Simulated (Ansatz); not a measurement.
# SnO: energy along a strain

SnO, P4/nmm, a = 3.802 Å, c = 4.836 Å (as given, not relaxed at this level: -0.1 GPa, forces to 0.06 eV/Å). Ansatz: PBEsol, PAW, 420 eV, Γ-centred 12×12×10 mesh on 4 atoms, Gaussian smearing 0.15 eV; no spin polarisation. Cell vectors (Å): 3.802 0.000 0.000; 0.000 3.802 0.000; 0.000 0.000 4.836. The cell is strained by x per cent times the pattern (0 0 0 0 0 1) in the order xx yy zz yz xz xy (engineering shears), with fractional coordinates held. y is the free energy over the start, V0 = 17.476 Å³/atom. Symmetry makes y even in x.

```
x (%) y (meV/atom)
-2.00             ?
-1.00          0.46
 0.00          0.00
 0.25          0.03
 0.50          0.12
 0.75          0.25
 1.25          0.71
 1.50          1.03
 1.75          1.40
```

Fit y = c2 x² + c4 x⁴ to the other rows, get the stiffness along the pattern, and predict the missing energy.

Least squares on the rows shown. y = 0.4555 x² + 0.0005928 x⁴. The clamped-ion stiffness p·C·p = 2 × 4.555 eV × 160.2 / 17.476 Å³ = 84 GPa, which is C66 in these axes (second derivative at the start, which stands under stress). At x = -2.00 the fit asked for gives 1.83 meV/atom. The run gave 1.83 meV/atom, the same to the digits shown.